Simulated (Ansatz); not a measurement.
# YP2Pd, a known structure type with other elements, at an estimated volume

```yaml
crystal:
  lattice:
    - [2.69298, 2.72206, 0.00000]
    - [2.69298, -2.72206, 0.00000]
    - [0.00000, 0.00000, -9.86961]
  atoms:
    - { symbol: P, position: [0.25000, 0.25000, 0.00000] }
    - { symbol: P, position: [0.75000, 0.75000, 0.00000] }
    - { symbol: Pd, position: [0.25000, 0.25000, 0.50000] }
    - { symbol: Pd, position: [0.75000, 0.75000, 0.50000] }
    - { symbol: Y, position: [0.25000, 0.75000, 0.76584] }
    - { symbol: Y, position: [0.75000, 0.25000, 0.23416] }
    - { symbol: P, position: [0.25000, 0.75000, 0.34140] }
    - { symbol: P, position: [0.75000, 0.25000, 0.65860] }
```

Level: r2SCAN, no spin polarisation; 500 eV; 9×9×4 Γ-centred mesh; fermi-dirac occupations (width 0.1 eV); Ansatz 0.2.0, fixed geometry.

- Stress: The pressure is -0.6 GPa (compression positive), so with the atoms held at these fractions the cell would first shrink. The principal stresses -2.7, -0.1, 1.1 GPa differ, so its shape would change too.
- Electronic structure: It is a metal, with about 6.7 states/eV a cell as the mean within 0.25 eV of the Fermi level, mostly P p (43 %), Pd d (33 %) and Y d (19 %).
- Charges: Bader charges in e: Y +1.78, P -0.88 to -0.70, Pd -0.19. In the mean Y gives up most and P takes most.
- Forces: The largest is on Y5 (and as large on other atoms): 0.68 eV/Å, components (0.00, 0.00, -0.68). It makes 111° with the line to a nearest neighbour, P8 at 2.89 Å.

Origin: a known structure type with other elements, at an estimated volume, so it need not be a known compound. Caveats: many states at the Fermi level without spin polarisation, so a magnetic state may lie lower.
